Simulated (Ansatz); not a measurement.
A distorted cell of Sc (hcp, Mg type):

```
CELL_PARAMETERS angstrom
      3.27721     0.00000     0.00000
     -1.63861     2.83815     0.00000
      0.00000     0.00000     5.08550
ATOMIC_POSITIONS crystal
  Sc 0.21799 0.66667 0.75000
  Sc 0.66667 0.33333 0.25000
```

All values below come from PBEsol (plane waves to 420 eV, PAW, scalar-relativistic; Ansatz, a program for electronic structure). k mesh 13×13×8 (Γ-centred), Fermi-Dirac smearing 0.05 eV. Energies are smeared free energies. Stress and pressure are positive under compression. With partly filled bands, energies and forces of such displacements shift with the k mesh and the smearing. Sc is run without spin polarisation. Sc was relaxed with its symmetry unable to fall. The PAW data are Ansatz's earlier set.

Question: Predict the force on every atom, in eV/Å.

Answer: 
```json
[
 {"atom": "Sc1", "Fx": "0.533", "Fy": "0.084", "Fz": "0.000"},
 {"atom": "Sc2", "Fx": "-0.533", "Fy": "-0.084", "Fz": "0.000"}
]
```

Question: What is the stress tensor (GPa)?

Answer: 
```
   -0.9      2.1      0.0
    2.1     -0.3      0.0
    0.0      0.0      1.3
```
The pressure, a third of the trace, is 0.0 GPa.

Question: In it atom 1 sits (-0.378, 0.000, 0.000) Å away from its relaxed site. What is its energy relative to the relaxed cell?

Answer: 105 meV/cell.

(For displaced atoms, the force is minus the slope of the energy, and its curvature is a force constant, which sets phonon frequencies.)
